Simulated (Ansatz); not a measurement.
SiGe:
```xyz
4
Lattice="3.6753 0.0000 0.0000 -1.8376 3.1829 0.0000 0.0000 0.0000 6.2888" Properties=species:S:1:pos:R:3 pbc="T T T"
Ge     0.0000     0.0000     0.0000
Ge     0.0000     0.0000     3.1444
Si     0.0000     2.1219     1.5722
Si     1.8376     1.0610     4.7166
```

Relaxed with PBE. Special points in fractions of this cell's reciprocal vectors: Γ (0.000, 0.000, 0.000); M (0.500, 0.000, 0.000); K (0.333, 0.333, 0.000); A (0.000, 0.000, 0.500); L (0.500, 0.000, 0.500); H (0.333, 0.333, 0.500).

Problem. List the band energies nearest the Fermi level at these points for PBE with spin–orbit coupling in the plane-wave PAW code Ansatz.

Solution. In eV from the Fermi level; about four levels below and three above (degenerate sets whole), none deeper than 8.9 eV; points with the same levels are listed once.

```
k                    below                above
-  -----------------------  -------------------
Γ  -0.20 -0.20 -0.06 -0.06  0.22 0.22 0.55 0.55
M  -4.42 -4.42 -2.42 -2.42  0.86 0.86 1.15 1.15
K  -2.75 -2.75 -2.74 -2.74  4.09 4.09 5.44 5.44
A  -4.74 -4.74 -4.74 -4.74  0.56 0.56 0.56 0.56
L  -1.28 -1.28 -1.28 -1.28  2.57 2.57 2.57 2.57
H  -0.93 -0.93 -0.92 -0.92  0.62 0.62 0.63 0.63
```

Space group P6_3/mmc (NiAs type). A made-up cell: these elements were put on the sites of a structure type; neither database checked (COD, Materials Project) lists it. Whether it is the stable phase at ambient conditions was not checked. Symmetry was held in the PBE relaxation; its stability against distortions is not shown here.

Potentials: the earlier of the program's two PAW sets.
